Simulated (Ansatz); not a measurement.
**Phonon dispersion of Ti5AlN6**

These are results of Ansatz 0.2.0, DFT PBE, scalar-relativistic, plane waves, PAW, not measurements. Cutoff 420 eV, 12×12×4 k-points (Γ-centred), Fermi-Dirac smearing of 0.15 eV. No spin polarisation. Phonons by linear response, acoustic sum rule imposed.

Equilibrium structure at this level:
```yaml
crystal:
  lattice:
    - [2.98182, 0.00000, 0.00000]
    - [-1.49091, 2.58233, 0.00000]
    - [0.00000, 0.00000, 14.69618]
  atoms:
    - { symbol: Ti, position: [0.00000, 0.00000, 0.00000] }
    - { symbol: Ti, position: [0.66667, 0.33333, 0.16890] }
    - { symbol: Ti, position: [0.33333, 0.66667, 0.33222] }
    - { symbol: Ti, position: [0.66667, 0.33333, 0.66778] }
    - { symbol: Ti, position: [0.33333, 0.66667, 0.83110] }
    - { symbol: Al, position: [0.00000, 0.00000, 0.50000] }
    - { symbol: N, position: [0.33333, 0.66667, 0.08366] }
    - { symbol: N, position: [0.00000, 0.00000, 0.25189] }
    - { symbol: N, position: [0.66667, 0.33333, 0.42269] }
    - { symbol: N, position: [0.33333, 0.66667, 0.57731] }
    - { symbol: N, position: [0.00000, 0.00000, 0.74811] }
    - { symbol: N, position: [0.66667, 0.33333, 0.91634] }
```

It was reached by relaxing an invented guess, and it needn't be the stable form of this composition. In a metal, frequencies and elastic constants depend on the k mesh and the smearing, soft modes and shear constants most. The q mesh is coarse, so values between its points are rough.

Force constants from linear response on a 3×3×1 q mesh.

Question: Is the structure dynamically stable on this mesh?

Answer: Yes, on this mesh: no mode is imaginary.

Question: Give the frequencies (cm⁻¹; i marks imaginary ones) at the irreducible q points, in fractions of the reciprocal vectors.

Answer:
```json
{"q": "0.000 0.000 0.000", "star": "1", "frequencies": "0 0 0 119 119 137 137 193 193 200 200 206 219 223 223 305 335 425 425 425 425 441 463 510 510 521 521 526 551 569 569 570 570 572 582 689"}
{"q": "0.000 0.333 0.000", "star": "6", "frequencies": "189 192 201 206 208 226 227 238 238 244 261 265 268 283 300 313 365 408 429 444 480 496 513 519 526 527 536 542 552 556 566 569 570 579 585 647"}
{"q": "0.333 0.333 0.000", "star": "2", "frequencies": "188 196 196 231 231 231 237 261 261 261 278 282 282 288 288 331 388 388 463 463 509 525 525 528 535 535 542 549 557 563 563 566 566 579 587 587"}
```
